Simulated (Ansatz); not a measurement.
Relaxed-ion elastic tensor of YTaN3 (cubic perovskite, Pm-3m) in GPa (Voigt order), PBEsol (plane waves, PAW; program Ansatz); density 8.01 g/cm³, 12.94 Å³ per atom.

```
 468  96.5  96.5   0.0   0.0   0.0
96.5   468  96.5   0.0   0.0   0.0
96.5  96.5   468   0.0   0.0   0.0
 0.0   0.0   0.0  57.9   0.0   0.0
 0.0   0.0   0.0   0.0  57.9   0.0
 0.0   0.0   0.0   0.0   0.0  57.9
```

Question: Is the crystal mechanically stable?

Answer: Yes: the smallest eigenvalue of C is 57.9 GPa.

Question: Work out the Voigt, Reuss and Hill averages.

Answer: K_V = 220, K_R = 220, K_H = 220; G_V = 109, G_R = 79.9, G_H = 94.5 GPa.

Question: Give Young's modulus, Poisson's ratio, Pugh's ratio and the universal anisotropy index.

Answer: E = 9KG/(3K + G) = 248 GPa; ν = 0.31; K/G = 2.33 (ductile by the Pugh limit of 1.75); A_U = 5G_V/G_R + K_V/K_R − 6 = 1.82.

Question: Estimate the sound speeds and the Debye temperature.

Answer: v_l = √((K + 4G/3)/ρ) = 6580 m/s, v_t = √(G/ρ) = 3440 m/s, mean 3840 m/s; Θ = (h/k)(3n/4πV)^(1/3) v_m = 487 K.

Question: Give the Zener ratio and Young's modulus along [100], [110] and [111].

Answer: A = 2C44/(C11 − C12) = 0.31; 1/E = S11 − 2(S11 − S12 − S44/2)Γ with Γ = 0, 1/4, 1/3 gives 435, 190, 160 GPa.

The start of the workflow was typed in or built on a structure type; neither database checked (COD, Materials Project) lists it. Whether it is the stable phase at ambient conditions was not checked. Symmetry was held in the PBEsol relaxation. At this level the phase is dynamically unstable (imaginary phonons). No spin polarisation was allowed. With an odd number of electrons in the cell and no spin polarisation, the count alone makes it a metal. As this level gives no gap, shear constants depend on the k-mesh and smearing (Fermi–Dirac, 0.1 eV here). Spin–orbit coupling is left out wherever it is not named.

Potentials: the earlier of the program's two PAW sets. The files were generated under PBE; for other functionals the program regenerates the frozen cores, and for LDA and PBEsol the local potential too.
